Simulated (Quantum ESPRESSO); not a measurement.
## In2MgGeAs4 (a curve over strain)

Simulated, not a measurement. The program is pw.x of Quantum ESPRESSO 7.5 (plane-wave density functional theory). The cell is made up: 8 atoms on a zincblende/diamond lattice, with randomly drawn elements, strain and displacements, not relaxed. PseudoDojo standard norm-conserving files (v0.5 for PBE, v0.4.1 for LDA and PBEsol) set the functional; there is no spin polarisation, spin-orbit coupling or dispersion term, and the masses in the input are unused placeholders.

Seven runs add a strain to one cell (along z); the atoms follow the cell and are not relaxed. Stress in the table is positive in tension.

Input of the run at -0.0018:

```
&control calculation='scf', pseudo_dir='./dojo.nc.sr.pbe.v0_5.standard.upf', outdir='./o', disk_io='low', tprnfor=.true., tstress=.true. /
&system ibrav=0, nat=8, ntyp=4, nbnd=65, ecutwfc=84.00895049, nosym=.true., tot_charge=0,
 occupations='smearing', smearing='fd', degauss=0.0073498644
/
&electrons conv_thr=7.350e-09, electron_maxstep=60, /
ATOMIC_SPECIES
As 1.0 As.upf
Ge 1.0 Ge.upf
In 1.0 In.upf
Mg 1.0 Mg.upf
CELL_PARAMETERS angstrom
6.0603 0.0 0.0
0.0 6.0603 0.0
0.0 0.0 6.0494
ATOMIC_POSITIONS angstrom
In 0.0196 -0.0454 -0.1108
Mg 0.0414 2.9661 3.0583
In 3.0135 -0.1268 3.0618
Ge 3.1228 2.9153 0.0452
As 1.4136 1.468 1.5884
As 1.5526 4.3907 4.5683
As 4.5893 1.512 4.5124
As 4.5924 4.6464 1.4991
K_POINTS automatic
6 6 6 1 1 1
```

| added strain | free energy less that of the input shown (eV) | stress xx (GPa) | stress yy (GPa) | stress zz (GPa) | stress xy (GPa) | pressure (GPa) | iterations |
| --- | --- | --- | --- | --- | --- | --- | --- |
| -0.0219 | 0.0370 | -1.04 | -0.98 | -2.07 | 0.36 | 1.36 | 10 |
| -0.0190 | 0.0291 | -0.91 | -0.85 | -1.85 | 0.36 | 1.20 | 10 |
| -0.0070 | 0.0056 | -0.39 | -0.34 | -0.95 | 0.34 | 0.56 | 10 |
| -0.0018 | 0.0000 | -0.18 | -0.13 | -0.57 | 0.33 | 0.29 | 10 |
| +0.0123 | -0.0013 | 0.35 | 0.40 | 0.44 | 0.31 | -0.39 | 11 |
| +0.0151 | 0.0007 | 0.45 | 0.49 | 0.64 | 0.30 | -0.52 | 11 |
| +0.0183 | 0.0040 | 0.55 | 0.60 | 0.86 | 0.29 | -0.67 | 11 |

A cubic fit gives a slope of stress zz against the added strain of 73 GPa at zero added strain, with the atoms clamped. Across the table the free energy follows the integral of the stress to within 0.5 meV. A rerun of one of the cells at 1437 eV and a 8 x 8 x 8 mesh moved values by no more than 0.003 eV in energy, 0.02 GPa in stress and 0.007 eV/Å in force.